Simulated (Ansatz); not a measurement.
A structure of PbS relaxed with PBEsol (plane waves to 420 eV, PAW, scalar-relativistic; Ansatz, a first-principles code); single points at other levels follow on the same geometry (Ansatz, PAW; PBEsol+SOC at 420 eV on a 10×10×10 k-mesh; spin-orbit coupling only where +SOC is written). Space group Fm-3m (No. 225).

```
PbS
1.0
    0.00000     2.95141     2.95141
    2.95141     0.00000     2.95141
    2.95141     2.95141     0.00000
S Pb
1 1
Direct
  0.00000   0.00000   0.00000
  0.50000   0.50000   0.50000
```

| level | gap (eV) | kind | conduction minimum |
|---|---|---|---|
| PBEsol | 0.20 | direct | k = (0, 0, -0.5) |
| PBEsol+SOC | 0.23 | direct | L |

The shift from spin-orbit coupling is approximate. No spin polarisation in the result.

The run could not lose the symmetry of its start.

All atoms sit on sites fixed by symmetry, so only the cell could relax.
